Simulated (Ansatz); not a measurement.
Input:

TiN (rock salt, Fm-3m), a = b = c = 4.1716 Å, α = β = γ = 90.00°; the cell used has 2 atoms.

This is the LDA-relaxed structure.

Question: All from DFT-LDA in the program Ansatz with PAW potentials, unless another level is named. Give the electronic character.

Answer: metallic (no gap).

Question: What about the density of states at the Fermi level?

Answer: 0.39 states/eV per atom (mean over ±0.08 eV).

Question: Give the formation energy from the elements (no fitted shifts).

Answer: -2.11 eV/atom.

The LDA relaxation kept the symmetry of its start. The run is not spin-polarised. With an odd number of electrons in the cell and no spin polarisation, the count alone makes it a metal. The references are the lowest solids computed at this level, not always the standard phases (solids in place of the gases).

Potentials: the earlier of the program's two PAW sets. The files were generated under PBE; for other functionals the program regenerates the frozen cores, and for LDA and PBEsol the local potential too.
